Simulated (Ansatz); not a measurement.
TaGe2:
```cif
data_Ge6Ta3
_chemical_formula_sum 'Ta3 Ge6'
_space_group_name_H-M_alt 'P6222'
_space_group_IT_number 180
_space_group_name_Hall 'P 62 2 (0 0 4)'
_cell_length_a 4.97451
_cell_length_b 4.97451
_cell_length_c 6.73592
_cell_angle_alpha 90.000
_cell_angle_beta 90.000
_cell_angle_gamma 120.000
loop_
_atom_site_label
_atom_site_type_symbol
_atom_site_symmetry_multiplicity
_atom_site_Wyckoff_symbol
_atom_site_fract_x
_atom_site_fract_y
_atom_site_fract_z
_atom_site_occupancy
Ta1 Ta 3 d 0.50000 0.00000 0.50000 1
Ge1 Ge 6 j 0.32719 0.16359 0.16667 1
```

Relaxed at zero pressure with the program Ansatz at the r²SCAN level (PAW).

Problem. The volume is raised by 9 % and shape and atoms relax at that volume. What pressure results, and how do the axes share the change?

Solution. -11.4 GPa; a 3.4 %, b 3.4 %, c 2.0 %; the energy rises by 56 meV/atom.

Problem. Give the new structure.

Solution. 
Space group P6₂22 (No. 180); a = b = 5.1419 Å, c = 6.8718 Å, α = β = 90.00°, γ = 120.00°

```json
[
 {"atom": "Ta", "site": "3d", "symmetry": "222", "x": "0.5000", "y": "0.0000", "z": "0.5000"},
 {"atom": "Ge", "site": "6j", "symmetry": "..2", "x": "0.3292", "y": "0.1646", "z": "0.1667"}
]
```

The phase is kept; no other phase was compared at this pressure.

Space group P6_222. The first step of the workflow began from a Materials Project structure, measured or hypothetical; the Crystallography Open Database files this formula in space group No. 180, but the cells were not matched. Whether it is the stable phase at ambient conditions was not checked. Symmetry was held in the r²SCAN relaxation; its stability against distortions is not shown here. No spin polarisation was allowed. Spin–orbit coupling is left out wherever it is not named.

Potentials: the later of the program's two PAW sets.
